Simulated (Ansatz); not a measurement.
Relaxed TiC (rock salt):

```yaml
crystal:
  lattice:
    - [0.00000, 2.14664, 2.14664]
    - [2.14664, 0.00000, 2.14664]
    - [2.14664, 2.14664, 0.00000]
  atoms:
    - { symbol: C, position: [0.00000, 0.00000, 0.00000] }
    - { symbol: Ti, position: [0.50000, 0.50000, 0.50000] }
```

These are PBEsol (plane waves to 420 eV, PAW, scalar-relativistic; Ansatz, a quantum-chemistry and plane-wave program) values and carry that method's errors. k mesh 15×15×15 (Γ-centred), Fermi-Dirac smearing 0.05 eV. With partly filled bands, energies and forces of such displacements shift with the k mesh and the smearing. TiC is run without spin polarisation. TiC was relaxed with its symmetry unable to fall.

One atom of the cell was then moved (with its periodic images), all else fixed, and the forces (eV/Å) came out as:

```csv
atom,Fx,Fy,Fz
C1,0.889,0.889,0.889
Ti2,-0.889,-0.889,-0.889
```

With two atoms only their relative shift counts; take C1 as fixed.

Which atom was moved, and by which vector (Å)?

Ti2, by (0.10, 0.10, 0.10), 0.17 Å in all.

(A displaced cell: forces are minus the slopes of the energy, force constants its curvatures, and phonons follow from these.)
